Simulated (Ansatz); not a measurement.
Ir:
```xyz
14
Lattice="2.7193 0.0000 0.0000 -1.3597 2.3550 0.0000 0.0000 0.0000 31.0610" Properties=species:S:1:pos:R:3 pbc="T T T"
Ir     0.0000     1.5700    23.2957
Ir     1.3597     0.7850    25.5219
Ir     0.0000     0.0000    27.7306
Ir     0.0000     1.5700    29.9521
Ir     1.3597     0.7850     1.1088
Ir     0.0000     0.0000     3.3303
Ir     0.0000     1.5700     5.5391
Ir     1.3597     0.7850     7.7652
Ir     0.0000     1.5700     9.9914
Ir     0.0000     0.0000    12.2002
Ir     1.3597     0.7850    14.4217
Ir     0.0000     1.5700    16.6393
Ir     0.0000     0.0000    18.8608
Ir     1.3597     0.7850    21.0696
```

Relaxed with r²SCAN. Special points in fractions of this cell's reciprocal vectors: Γ (0.000, 0.000, 0.000); M (0.500, 0.000, 0.000); K (0.333, 0.333, 0.000); A (0.000, 0.000, 0.500); L (0.500, 0.000, 0.500); H (0.333, 0.333, 0.500).

Question: List the band energies nearest the Fermi level at these points for r²SCAN in the plane-wave PAW code Ansatz.

Answer: In eV from the Fermi level; about four levels below and three above (degenerate sets whole), none deeper than 8.9 eV; points with the same levels are listed once.

| k | below | above |
|---|---|---|
| Γ | -0.51 -0.51 -0.01 -0.01 | 0.18 0.18 0.60 0.60 |
| M | -0.47 -0.32 -0.31 -0.23 | 0.22 0.57 0.59 0.60 |
| K | -1.68 -1.68 -1.29 -1.18 | 0.08 0.08 0.21 |
| A | -0.27 -0.27 -0.27 -0.27 | 0.41 0.41 0.41 0.41 |
| L | -0.89 -0.89 -0.73 -0.73 | 0.20 0.20 0.70 0.70 |
| H | -1.69 -1.69 -1.24 -1.24 | 0.14 0.14 0.16 0.16 |

Space group P6_3/mmc. The start of the workflow was typed in or built on a structure type; the Crystallography Open Database copy checked does not list it. It is not the phase usual at ambient conditions (space group No. 225). The cell was relaxed with r²SCAN under the symmetry of its start; whether a distortion lowers the energy is not shown. The run is not spin-polarised. Scalar-relativistic: spin–orbit coupling is off unless named, which matters more the heavier the elements.

Potentials: the later of the program's two PAW sets.
